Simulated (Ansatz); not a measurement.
S:
```
CELL_PARAMETERS angstrom
      4.68432     0.00000     0.00000
      0.00000     9.10840     0.00000
      0.00000     0.00000    14.77619
ATOMIC_POSITIONS crystal
  S  0.00611 0.31872 0.88675
  S  0.99389 0.68128 0.11325
  S  0.99389 0.68128 0.88675
  S  0.00611 0.31872 0.11325
  S  0.50611 0.18128 0.61325
  S  0.49389 0.81872 0.38675
  S  0.49389 0.81872 0.61325
  S  0.50611 0.18128 0.38675
  S  0.50000 0.50000 0.27365
  S  0.50000 0.50000 0.72635
  S  0.00000 0.00000 0.22635
  S  0.00000 0.00000 0.77365
  S  0.23503 0.72649 0.00000
  S  0.76497 0.27351 0.00000
  S  0.73503 0.77351 0.50000
  S  0.26497 0.22649 0.50000
  S  0.75999 0.86677 0.85689
  S  0.24001 0.13323 0.14311
  S  0.24001 0.13323 0.85689
  S  0.75999 0.86677 0.14311
  S  0.25999 0.63323 0.64311
  S  0.74001 0.36677 0.35689
  S  0.74001 0.36677 0.64311
  S  0.25999 0.63323 0.35689
```

Relaxed with PBEsol. Special points in fractions of this cell's reciprocal vectors: Γ (0.000, 0.000, 0.000); X (0.500, 0.000, 0.000); S (0.500, 0.500, 0.000); Y (0.000, 0.500, 0.000); Z (0.000, 0.000, 0.500); U (0.500, 0.000, 0.500); R (0.500, 0.500, 0.500); T (0.000, 0.500, 0.500).

Task: List the band energies nearest the valence-band maximum at these points for PBEsol (plane waves, PAW; program Ansatz).

Result: In eV from the valence-band maximum; about four levels below and three above (degenerate sets whole), none deeper than 8.9 eV; points with the same levels are listed once.

```tsv
k	below	above
Γ	-0.32 -0.26 -0.24 -0.18	1.99 2.01 2.02
X	-0.12 -0.12 -0.05 -0.05	2.79 2.79 2.98 2.98
S	-0.26 -0.26 -0.15 -0.15	2.78 2.78 2.99 2.99
Y	-0.48 -0.48 -0.26 -0.26	2.26 2.26 2.37 2.37
Z	-0.36 -0.36 -0.21 -0.21	2.01 2.01 2.11 2.11
U	-0.11 -0.11 -0.02 -0.02	2.78 2.78 3.00 3.00 3.00 3.00
R	-0.23 -0.23 -0.14 -0.14	2.79 2.79 2.99 2.99
T	-0.52 -0.52 -0.30 -0.30	2.11 2.11 2.51 2.51
```

Space group Pnnm (S12-ring). The first step of the workflow began from a Materials Project structure, measured or hypothetical; the Crystallography Open Database files this formula in space group No. 58, but the cells were not matched. It is not the phase usual at ambient conditions (space group No. 70). The PBEsol relaxation kept the symmetry of its start; whether a distortion lowers the energy is not shown. A crystal of weakly bound molecules computed without a dispersion correction: the cell and the soft elastic constants depend strongly on that.

Potentials: the later of the program's two PAW sets.
